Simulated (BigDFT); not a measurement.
A self-consistent single point of 3 x 2 x 1 piece of the rock-salt lattice (Br3K3) with BigDFT.

Level of theory: PBE, Daubechies wavelet basis, HGH (Krack) norm-conserving potentials made for PBE, isolated boundary conditions in BigDFT 1.9.6.

```xyz
6

K     -3.0500    -1.5250     0.0000
Br    -3.0500     1.5250     0.0000
Br     0.0000    -1.5250     0.0000
K      0.0000     1.5250     0.0000
K      3.0500    -1.5250     0.0000
Br     3.0500     1.5250     0.0000
```
Charge 0, spin multiplicity 1.

Reference input (self-consistent single point, DFT, PBE, Daubechies wavelet basis, HGH (Krack) norm-conserving potentials made for PBE, isolated boundary conditions): basis = Daubechies wavelets; dft.hgrids = 0.402 bohr; dft.rmult = 5 9; dft.ixc = 11; potentials = built-in HGH-K PBE; boundary_conditions = free; dft.gnrm_cv = 1e-04; dft.itermax = 80; dft.idsx = 6; dft.nrepmax = 3. This run's input differs from it in these lines:

```diff
@@ -2,4 +2,4 @@
 dft:
-  hgrids: 0.402
-  rmult: [5, 9]
+  hgrids: 0.462
+  rmult: [5, 7]
   ixc: 11
```

Log, with long lists cut:

```
  #------------------------------------------------------------------- Self-Consistent Cycle
 Ground State Optimization:
 - Hamiltonian Optimization: &itrp001
   - Subspace Optimization: &itrep001-01
       Wavefunctions Iterations:
 iter:  1, EKS: -1.25164209155028090E+02, gnrm:  6.52E-02, D: -9.43E-02,
 iter:  2, EKS: -1.25309479295626176E+02, gnrm:  2.63E-02, D: -1.45E-01,
 iter:  3, EKS: -1.25326350346875103E+02, gnrm:  1.43E-02, D: -1.69E-02,
 iter:  4, EKS: -1.25333694496975994E+02, gnrm:  1.13E-02, D: -7.34E-03,
 iter:  5, EKS: -1.25336580295228799E+02, gnrm:  8.08E-03, D: -2.89E-03,
 iter:  6, EKS: -1.25338353931598505E+02, gnrm:  5.48E-03, D: -1.77E-03,
 iter:  7, EKS: -1.25339365553235396E+02, gnrm:  3.02E-03, D: -1.01E-03,
 iter:  8, EKS: -1.25339730312622564E+02, gnrm:  1.33E-03, D: -3.65E-04,
 iter:  9, EKS: -1.25339829020282536E+02, gnrm:  5.76E-04, D: -9.87E-05,
 iter:  10, EKS: -1.25339841254044444E+02, gnrm:  3.11E-04, D: -1.22E-05,
 iter:  11, EKS: -1.25339844659739498E+02, gnrm:  1.92E-04, D: -3.41E-06,
 iter:  12, EKS: -1.25339845548083886E+02, gnrm:  1.07E-04, D: -8.88E-07,
 iter:  13, EKS: -1.25339845905566506E+02, gnrm:  6.36E-05, D: -3.57E-07,
       -  &FINAL001  { #---------------------------------------------------------- iter: 14
 iter:  14, EKS: -1.25339846004543972E+02, gnrm:  6.36E-05, D: -9.90E-08,  #FINAL
        #Eigenvalues and New Occupation Numbers
       Orbitals: [
   [... 21 lines left out ...]
 Last Iteration                        : *FINAL001
  #---------------------------------------------------------------------- Forces Calculation
 Total electronic charge               :  47.999999866625
 Electric Dipole Moment (AU):
   P vector                            :  [ -1.335294E-03, -4.251177E+00, -6.807237E-04 ]
   norm(P)                             :  4.25117693E+00
 Electric Dipole Moment (Debye):
   P vector                            :  [ -3.393977E-03, -1.080541E+01, -1.730227E-03 ]
   norm(P)                             :  1.08054129E+01
 BigDFT infocode                       :  0
   [... lines left out ...]
 -  {K: [ 3.977985801657E-05,  6.044657098136E-03,  1.415042606432E-04]} # 0004
 -  {K: [-5.366281794855E-04,  5.225770358915E-03,  6.792229108040E-05]} # 0005
 -  {Br: [ 3.287517296695E-03, -3.484726970575E-03, -7.213992230894E-05]} # 0006
 Energy (Hartree)                      : -1.25339846004543972E+02
 Force Norm (Hartree/Bohr)             :  1.52135577506680528E-02
```

The run converged in 14 iterations. Against the reference run the free energy rises by 4.1 meV/atom and the largest force hardly changes (0.488 to 0.494 eV/Å).

The grid can part forces that symmetry would make equal. This run is one point of a test of settings, so its values need not be converged; read them against the reference run alone. The shape was built by hand and not relaxed. No other spin state was tried in this run. A coarse multiplier of 5 or less cuts the tails of heavy atoms' orbitals, which raises levels.

Cost on one core: very roughly 110 core-seconds.
